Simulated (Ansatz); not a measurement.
**InPt$_{3}$N: computed property card**

InPt$_{3}$N:
```yaml
crystal:
  lattice:
    - [4.22904, 0.00000, 0.00000]
    - [0.00000, 4.22904, 0.00000]
    - [0.00000, 0.00000, 4.22904]
  atoms:
    - { symbol: In, position: [0.00000, 0.00000, 0.00000] }
    - { symbol: Pt, position: [0.00000, 0.50000, 0.50000] }
    - { symbol: Pt, position: [0.50000, 0.00000, 0.50000] }
    - { symbol: Pt, position: [0.50000, 0.50000, 0.00000] }
    - { symbol: N, position: [0.50000, 0.50000, 0.50000] }
```

Space group Pm-3m (No. 221), anti-perovskite; conventional cell a = 4.2290 Å, b = 4.2290 Å, c = 4.2290 Å, α = 90.00°, β = 90.00°, γ = 90.00°.

Method: r²SCAN in the plane-wave PAW code Ansatz. Geometry: relaxed at this level of theory. Other levels are named where they apply.

### Cell and energy

```yaml
volume_per_atom: 15.13 Å³
density: 15.68 g/cm³
Formation energy from the elements (no fitted shifts): 0.33 eV/atom
```

### Electronic structure

```yaml
electronic_character: metallic (no gap)
Density of states at the Fermi level: 0.36 states/eV per atom (mean over ±0.08 eV)
Gap with spin–orbit coupling: none (metallic)
```

### Mechanics

```yaml
Bulk modulus (Birch–Murnaghan fit): 200 GPa
Pressure derivative B′: 5.2
```

### Charges

```yaml
bader_charges: In +1.02, Pt -0.01, N -0.98 e
```

The start of the workflow was typed in or built on a structure type; neither database checked (COD, Materials Project) lists it. Whether it is the stable phase at ambient conditions was not checked. The r²SCAN relaxation kept the symmetry of its start; its stability against distortions is not shown here. No spin polarisation was allowed. The volume moved by 17 % from the start of the relaxation. Its formation energy is positive at this level, so the cell may be metastable or incomplete. The references are the lowest solids computed at this level, not always the standard phases (solids in place of the gases). Spin–orbit coupling is left out wherever it is not named.

Potentials: the earlier of the program's two PAW sets. The files were generated under PBE; for other functionals the program regenerates the frozen cores, and for LDA and PBEsol the local potential too.
